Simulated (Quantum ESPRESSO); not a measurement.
## Kohn-Sham bands of CsH (rock salt)

```yaml
crystal:
  lattice:
    - [0.00000, 3.19125, 3.19125]
    - [3.19125, 0.00000, 3.19125]
    - [3.19125, 3.19125, 0.00000]
  atoms:
    - { symbol: Cs, position: [0.00000, 0.00000, 0.00000] }
    - { symbol: H, position: [0.50000, 0.50000, 0.50000] }
```

Structure: Materials Project mp-1057286, symmetrised, not relaxed again. COD (Crystallography Open Database) has an entry of this formula and space group (matched by these alone). Level: PBEsol, spinors with spin-orbit coupling; pw.x of Quantum ESPRESSO at 58 Ry with PseudoDojo potentials, 8×8×8 k-points, Wannier90. Density: 8×8×8 mesh, cold smearing 0.01 Ry.

Energies are relative to the valence-band maximum; weights are on the orthonormalised atomic waves of the pseudopotential files, averaged over the group. 10 electrons a cell are treated as valence.

Problem. Into which isolated groups do the bands fall, where do they lie and what are they made of?

Solution. 
```json
[
 {"bands": "1–2", "from (eV)": "-21.42", "to (eV)": "-21.32", "filling": "filled", "weight on atomic waves": "Cs 5s 97 %"},
 {"bands": "3–4", "from (eV)": "-9.43", "to (eV)": "-9.07", "filling": "filled", "weight on atomic waves": "Cs 5p 98 %"},
 {"bands": "5–8", "from (eV)": "-7.96", "to (eV)": "-7.35", "filling": "filled", "weight on atomic waves": "Cs 5p 98 %"},
 {"bands": "9–10", "from (eV)": "-1.77", "to (eV)": "0.00", "filling": "filled", "weight on atomic waves": "H 1s 78 %, Cs 6s 14 %, Cs 5p 4 %"}
]
```

The Kohn-Sham gap over both meshes and the path is 2.15 eV.
